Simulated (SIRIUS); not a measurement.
Input and output of a self-consistent single point for SnO2 (P4_2/mnm, 6 atoms in the cell; from Materials Project mp-856, changed as shown) (SIRIUS).

Method: PBE, SSSP 1.1.2 efficiency PBE pseudopotentials (plane waves; SIRIUS).

The change in words: lattice scaled by 1.02. Reference geometry (P4_2/mnm):
```xyz
6
Lattice="4.6800 0.0000 0.0000 0.0000 4.6800 0.0000 0.0000 0.0000 3.1504" Properties=species:S:1:pos:R:3 pbc="T T T"
Sn     2.3400     2.3400     1.5752
Sn     0.0000     0.0000     0.0000
O      0.9081     3.7719     1.5752
O      3.7719     0.9081     1.5752
O      3.2481     3.2481     0.0000
O      1.4319     1.4319     0.0000
```

Reference input (self-consistent single point, DFT, PBE, plane waves, SSSP 1.1.2 efficiency PBE pseudopotentials): parameters.ngridk = 8 8 10; parameters.xc_functionals = [XC_GGA_X_PBE, XC_GGA_C_PBE]; parameters.gk_cutoff = 8.062 1/bohr; parameters.pw_cutoff = 25.496 1/bohr; parameters.smearing = fermi_dirac; parameters.smearing_width = 0.00183747 Ha; potentials = SSSP 1.1.2 efficiency PBE pseudopotentials; parameters.electronic_structure_method = pseudopotential; parameters.num_bands = 31; parameters.num_mag_dims = 0; parameters.num_dft_iter = 100; parameters.energy_tol = 1e-07 Ha. This run's input differs from it in these lines:

```diff
@@ -32,7 +32,7 @@
     "lattice_vectors": [
-      [0.999999955, 0.0, 0.0],
-      [0.0, 0.999999955, 0.0],
-      [0.0, 0.0, 0.6731627819]
+      [0.9999999963, 0.0, 0.0],
+      [0.0, 0.9999999963, 0.0],
+      [0.0, 0.0, 0.6731628015]
     ],
-    "lattice_vectors_scale": 8.84393,
+    "lattice_vectors_scale": 9.020808,
     "atom_coordinate_units": "au",
@@ -45,3 +45,3 @@
       "Sn": [
-        [4.4219648008, 4.4219648008, 2.9767022607],
+        [4.5104039834, 4.5104039834, 3.0362361925],
         [0.0, 0.0, 0.0]
@@ -49,6 +49,6 @@
       "O": [
-        [1.7159876606, 7.127941941, 2.9767022607],
-        [7.127941941, 1.7159876606, 2.9767022607],
-        [6.1379524614, 6.1379524614, 0.0],
-        [2.7059771402, 2.7059771402, 0.0]
+        [1.7503073698, 7.2705005971, 3.0362361925],
+        [7.2705005971, 1.7503073698, 3.0362361925],
+        [6.2607113532, 6.2607113532, 0.0],
+        [2.7600966136, 2.7600966136, 0.0]
       ]
```

Log, with long lists cut:

```
[find] density tolerance         : 1e-06
[find] total energy tolerance    : 1e-07
[find] iter_solver_tol (initial) : 0.01
[find] iter_solver_tol (target)  : 1e-13
[find] num_dft_iter              : 100
Charges and magnetic moments
--------------------------------------------------------------------------------
total charge          : 52.000000
[find] | SCF iteration   0 out of 100|
[diagonalize] iterative solver tolerance (occupied, empty): 0.01 0.01
[diagonalize] average number of iterations: 2.05556
[find] Charges and magnetic moments
[find] total charge          : 52.000000
[find] Energy
   [... lines left out ...]

[find] Charges and magnetic moments
[find] total charge          : 52.000000
[find] Energy
[find] smearing (-TS)                 :      -0.00000001
[find] Total energy                   :    -246.63902859 (Ha),    -493.27805717 (Ry)
[find] Free energy (E-TS)             :    -246.63902860 (Ha),    -493.27805720 (Ry)
[find] band gap (eV)                  :       0.97267696
[find] Efermi                         :       0.35861238
[find] iteration : 23, RMS (target) : 1.5551e-07 (1.0000e-06) , energy difference (target) : 1.6553e-10 (1.0000e-07)
[find] bands are converged : true
[find] iterative solver converged : false
[find] converged after 24 SCF iterations!
[find] Charges and magnetic moments
[find] total charge          : 52.000000
[find] Energy
[find] smearing (-TS)                 :      -0.00000001
[find] Total energy                   :    -246.63902859 (Ha),    -493.27805717 (Ry)
[find] Free energy (E-TS)             :    -246.63902860 (Ha),    -493.27805720 (Ry)
[find] band gap (eV)                  :       0.97267696
[find] Efermi                         :       0.35861238
[ground_state] === stress tensor components [kbar] ===
[ground_state] === stress_total ===
[ground_state]   -56.073569    0.000000   -0.000000
[ground_state]     0.000000  -56.073569    0.000000
[ground_state]    -0.000000    0.000000  -67.456517
[ground_state] ==== total Forces in Ha/bohr =====
[ground_state] atom:    0, force:       0.0000000      0.0000000      0.0000000
[ground_state] atom:    1, force:       0.0000000      0.0000000      0.0000000
[ground_state] atom:    2, force:       0.0001496     -0.0001496      0.0000000
[ground_state] atom:    3, force:      -0.0001496      0.0001496     -0.0000000
[ground_state] atom:    4, force:       0.0001496      0.0001496     -0.0000000
[ground_state] atom:    5, force:      -0.0001496     -0.0001496      0.0000000
```

The run converged in 24 iterations. SIRIUS prints the stress tensor with tension positive. Against the reference run the free energy drops by 58.1 meV/atom, the pressure goes from 20.41 to 5.99 GPa, the largest force goes from 0.228 to 0.011 eV/Å and the gap on the mesh goes from 1.673 to 0.973 eV.

The structure comes from a collection of computed structures, made at another level of theory; the collection holds predicted forms beside known ones. Its lattice was then scaled.

Cost on one core: roughly 6 core-minutes.

The gap that the log prints is read on the run's mesh, which can miss the band edges or a crossing.
